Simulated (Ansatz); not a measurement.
Molecular dynamics on a 1×1×1 supercell (8 atoms) of GaCuSe2 (I-42d), relaxed with r2SCAN. Forces come from PBEsol in Ansatz 0.2.0: a Langevin thermostat at fixed volume, 1300 K, steps of 1.5 fs. Classical nuclei, no spin polarisation; a few dozen steps show the first response, not equilibrium.

```yaml
crystal:
  lattice:
    - [-2.8041296859, 2.8041296859, 5.5492792983]
    - [2.8041296859, -2.8041296859, 5.5492792983]
    - [2.8041296859, 2.8041296859, -5.5492792983]
  atoms:
    - { symbol: Ga, position: [0.5, 0.5, 0.0] }
    - { symbol: Ga, position: [0.25, 0.75, 0.5] }
    - { symbol: Cu, position: [0.0, 0.0, 0.0] }
    - { symbol: Cu, position: [0.75, 0.25, 0.5] }
    - { symbol: Se, position: [0.375, 0.3713580588, 0.4963580588] }
    - { symbol: Se, position: [0.6286419412, 0.125, 1.0036419412] }
    - { symbol: Se, position: [0.875, 0.8786419412, 0.5036419412] }
    - { symbol: Se, position: [0.1213580588, 0.625, -0.0036419412] }
kpoints:
  mp_grid: { grid: [4, 4, 4] }
hamiltonian:
  xc: pbesol
scf:
  occupations: { method: fermi_dirac, width: 0.112 }
md:
  ensemble: nvt_langevin
  temperature: 1300
  timestep: 1.5
  n_steps: 40
  initial_velocities: maxwell_boltzmann
  seed: 1931
```

Run as `ansatz run input.yaml --threads 4 --pin off --max-ram 5529MiB --backend cpu --events-out ev --progress --plain --runs-dir out`. It ended after 7.6 min on 4 threads of Arm Neoverse N1 (shared host), load about 0.9 per core; peak host memory 1 GiB.

| step | t (fs) | T (K) | free energy F from step 0 (meV/atom) | kinetic energy (meV/atom) | largest force (eV/Å) |
| --- | --- | --- | --- | --- | --- |
| 0 | 0 | 1138 | 0.0 | 147.0 | 0.22 |
| 1 | 1.5 | 1231 | 0.1 | 159.1 | 0.27 |
| 2 | 3 | 1135 | 1.1 | 146.7 | 0.33 |
| 3 | 4.5 | 1201 | 2.9 | 155.3 | 0.40 |
| 4 | 6 | 1199 | 5.5 | 154.9 | 0.52 |
| 5 | 7.5 | 1163 | 8.9 | 150.4 | 0.64 |
| 6 | 9 | 1220 | 13.0 | 157.7 | 0.75 |
| 7 | 10.5 | 1166 | 17.7 | 150.7 | 0.86 |
| 8 | 12 | 983 | 22.7 | 127.0 | 0.96 |
| 9 | 13.5 | 938 | 27.9 | 121.2 | 1.06 |
| 10 | 15 | 851 | 33.0 | 110.1 | 1.17 |
| 11 | 16.5 | 772 | 38.0 | 99.8 | 1.26 |
| 12 | 18 | 730 | 43.0 | 94.4 | 1.36 |
| 13 | 19.5 | 741 | 48.3 | 95.8 | 1.46 |
| 14 | 21 | 665 | 54.0 | 85.9 | 1.56 |
| 15 | 22.5 | 595 | 59.3 | 77.0 | 1.65 |
| 16 | 24 | 567 | 64.2 | 73.3 | 1.73 |
| 17 | 25.5 | 556 | 68.8 | 71.8 | 1.82 |
| 18 | 27 | 615 | 73.3 | 79.5 | 1.90 |
| 19 | 28.5 | 534 | 77.4 | 69.1 | 1.98 |
| 20 | 30 | 554 | 81.0 | 71.6 | 2.06 |
| 21 | 31.5 | 544 | 84.7 | 70.3 | 2.16 |
| 22 | 33 | 509 | 88.5 | 65.7 | 2.25 |
| 23 | 34.5 | 542 | 92.0 | 70.1 | 2.33 |
| 24 | 36 | 625 | 95.4 | 80.7 | 2.38 |
| 25 | 37.5 | 546 | 98.8 | 70.6 | 2.41 |

The temperature starts at 1138 K, is lowest at step 22 (509 K, 33 fs) and ends at 546 K. The thermostat hasn't had time to restore it. The atoms start on their lattice sites with kinetic energy alone, so much of it first passes into potential energy. The first value is 7/8 of the setting, since velocities are drawn without the motion of the centre of mass and T is counted over all atoms. By the last step the atoms have moved 0.16 Å in the root mean square, the drift of the whole cell taken out, 0.25 Å at most. The job's limit cut the run after 25 of 40 steps.

Positions (Å) and forces (eV/Å) at step 25:
```
Ga   0.061   0.003   5.568    -0.627  -0.538   0.510
Ga   2.864   0.115   2.862    -0.538  -1.288  -0.431
Cu   0.033  -0.027  -0.217     0.666  -0.111   1.526
Cu   0.058   2.906   2.844    -0.659  -0.088  -0.480
Se   1.317   1.405   1.556     0.250   0.091  -1.009
Se   1.430   4.257  -1.336     0.976  -0.152  -0.350
Se   1.472   1.458   6.784     0.045   0.078   1.569
Se   1.360  -1.599   4.336    -0.113   2.008  -1.334
```
